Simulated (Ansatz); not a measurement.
CaO (rock salt)

```xyz
2
Lattice="0.0000 2.4153 2.4153 2.4153 0.0000 2.4153 2.4153 2.4153 0.0000" Properties=species:S:1:pos:R:3 pbc="T T T"
O      0.0000     0.0000     0.0000
Ca     2.4153     2.4153     2.4153
```

The slice is a {110} plane (indices of the conventional cell) through the point (0.000, 0.000, 0.000) (fractional), spanned by u = [100] and v = [1 -1 -1] in vectors of this cell: u (3.42 Å) and v (4.83 Å, at 90° to u). It covers one period; positions are fractions (u, v).

These are PBE (plane waves to 420 eV, PAW, scalar-relativistic; Ansatz, a quantum-chemistry and plane-wave program) values and carry that method's errors. k mesh 12×12×12. Inside the PAW spheres the values are not all-electron values, and peaks at nuclei hang on which shells count as valence. CaO was relaxed with its symmetry unable to fall.

Three fields on this plane, each scaled to ten steps between its own extremes (0 low, 9 high; the total valence density on a logarithmic scale, the potential cut 8 eV below its top; x marks points blanked near nuclei; v = 0 in the bottom row):

Map A
```
|xxxxx96322369xxxx|
|xxxxx85322358xxxx|
|xxxx9642112469xxx|
|xxx975310013579xx|
|99875320000235789|
|87653210000123567|
|99864210000124689|
|xxx963100001369xx|
|xxxx9521111259xxx|
|xxxxx74211247xxxx|
|xxxxx85222258xxxx|
|xxxxx95322359xxxx|
|xxxxx85222258xxxx|
|xxxxx74211247xxxx|
|xxxx9521111259xxx|
|xxx963100001369xx|
|99864210000124689|
|87653210000123567|
|99875320000235789|
|xxx975310013579xx|
|xxxx9642112469xxx|
|xxxxx85322358xxxx|
|xxxxx96322369xxxx|
|xxxxx96422469xxxx|
```

Map B
```
|xxxxx99877899xxxx|
|xxxxx99878899xxxx|
|xxxx9998888999xxx|
|xxx999988889999xx|
|77888888888888887|
|44567788888877654|
|00024678888764200|
|xxx014678876410xx|
|xxxx0157777510xxx|
|xxxxx04677640xxxx|
|xxxxx03677630xxxx|
|xxxxx03677630xxxx|
|xxxxx03677630xxxx|
|xxxxx04677640xxxx|
|xxxx0157777510xxx|
|xxx014678876410xx|
|00024678888764200|
|44567788888877654|
|77888888888888887|
|xxx999988889999xx|
|xxxx9998888999xxx|
|xxxxx99887899xxxx|
|xxxxx99877899xxxx|
|xxxxx99877899xxxx|
```

Map C
```
|xxxxx95100159xxxx|
|xxxxx84100148xxxx|
|xxxx9731001379xxx|
|xxx975200002579xx|
|55543210000123455|
|11000000000000001|
|22100000000000012|
|xxx410000000014xx|
|xxxx5000000005xxx|
|xxxxx20000002xxxx|
|xxxxx40000004xxxx|
|xxxxx40000004xxxx|
|xxxxx40000004xxxx|
|xxxxx20000002xxxx|
|xxxx5000000005xxx|
|xxx410000000014xx|
|22100000000000012|
|11000000000000001|
|55543210000123455|
|xxx975200002579xx|
|xxxx9731001379xxx|
|xxxxx84100148xxxx|
|xxxxx95100159xxxx|
|xxxxx95100159xxxx|
```

Problem. Assign the maps to these fields: electron localisation function (ELF); valence electron density; electrostatic potential energy of an electron, from the cell's mean.

Solution. A is the valence electron density; B is the electrostatic potential energy of an electron, from the cell's mean; C is the electron localisation function (ELF).
